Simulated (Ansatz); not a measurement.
## What DFT gives for SrTiO3

```
Sr Ti O
1.0
     3.86584    0.00000    0.00000
     0.00000    3.86584    0.00000
     0.00000    0.00000    3.86584
Sr Ti O
1 1 3
Direct
  0.50000 0.50000 0.50000
  0.00000 0.00000 0.00000
  0.50000 0.00000 0.00000
  0.00000 0.50000 0.00000
  0.00000 0.00000 0.50000
```

Level: r2SCAN, no spin polarisation; 500 eV; 7×7×7 Γ-centred mesh; fermi-dirac occupations (width 0.1 eV); Ansatz 0.2.0, fixed geometry.

(1) What is the band gap?

(2) Give the Bader charges.

(3) Is the cell too large or too small?

(4) What is the formation energy?

Origin: a database entry at a rescaled volume.

## Answers

(1) The gap is 2.33 eV, indirect (the least direct gap found is 2.68 eV).

(2) Bader charges in e: Sr +1.62, Ti +2.34, O -1.32. In the mean Ti gives up most and O takes most.

(3) The pressure is 6.4 GPa (compression positive), so with the atoms held at these fractions the cell would first expand.

(4) -3.45 eV an atom against the elements' usual phases (free molecules for gases, crystals otherwise, with no correction for O₂ or N₂), so it is bound against them; other compounds may still compete. Relaxing would lower it.
